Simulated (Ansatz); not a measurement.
Given:

Te2Mo:
Space group P6₃/mmc (No. 194); a = b = 3.4730 Å, c = 13.7765 Å, α = β = 90.00°, γ = 120.00°

```csv
atom,site,symmetry,x,y,z
Te,4f,3m.,0.6667,0.3333,0.1196
Mo,2c,-6m2,0.3333,0.6667,0.2500
```

This is the LDA-relaxed structure.

Q: All from LDA in the plane-wave PAW code Ansatz, unless another level is named. Give the electron effective mass.

A: 0.35, 0.41, 0.66 mₑ (principal values).

Q: Give the band gap.

A: 0.64 eV (indirect).

Q: Predict the hole effective mass.

A: 1.2, 1.2, 3.3 mₑ (principal values).

Q: What about the conduction-band minimum?

A: on the K–Γ line, 41 % of the way from K (6 equivalent valleys).

Space group P6_3/mmc. The cell was relaxed with LDA under the symmetry of its start. No spin polarisation was allowed. A crystal of weakly bound layers computed without a dispersion correction: the cell and the soft elastic constants depend strongly on that. Spin–orbit coupling is left out wherever it is not named.

Potentials: the earlier of the program's two PAW sets.
